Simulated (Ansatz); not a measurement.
The elements of this relaxed trial crystal are hidden behind letters.

```
lattice vectors (Å)
   5.5803    0.0000    0.0000
   0.0000    5.5803    0.0000
   0.0000    0.0000    5.5803
fractional positions
X 0.0000 0.0000 0.0000
Z 0.0000 0.5000 0.5000
Z 0.5000 0.0000 0.5000
Z 0.5000 0.5000 0.0000
Z 0.5000 0.0000 0.0000
Z 0.0000 0.5000 0.0000
Z 0.0000 0.0000 0.5000
Z 0.5000 0.5000 0.5000
```

Computed with DFT PBE, scalar-relativistic, plane waves, PAW (Ansatz 0.2.0). Plane waves to 420 eV, an 8×8×8 mesh through Γ for the 8-atom cell and 0.10 eV Gaussian smearing; collinear spin.

| Property | Result |
| --- | --- |
| Space group | Pm-3m (No. 221) |
| Conventional cell | a = 5.580 Å |
| Volume per atom | 21.72 Å³ |
| Density | 5.77 g/cm³ |
| Energy over the elements | +0.07 eV/atom |
| Gap on the 8×8×8 mesh of the 8-atom cell | 0 eV (a metal) |
| Net moment per atom | 0.36 μB |

Energies are uncorrected and count from the elements' standard states at the same level.

Question: X is a d-block element of period 4 and Z is a p-block element of period 4. Which elements are they?

Answer: X = V, Z = Se, so the formula is VSe7. Density times volume gives a mean mass of 5.77 × 21.72/1.6605 = 75.5 u per atom, and this set has 75.5 u. V has 6 Se at 2.79 Å; Se on a site of symmetry 4/mmm is surrounded by 6 Se at 2.79 Å; Se on a second site of symmetry 4/mmm is surrounded by 2 V at 2.79 Å and 4 Se at 2.79 Å; 1 more site not described. Other sets within the hints have nearly the same mass, so mass alone doesn't settle it; this one was computed.

No Hubbard U is applied to the 3d shell of V. Another magnetic order may lie lower. Symmetry constrained the relaxation, so the result can be a saddle point.
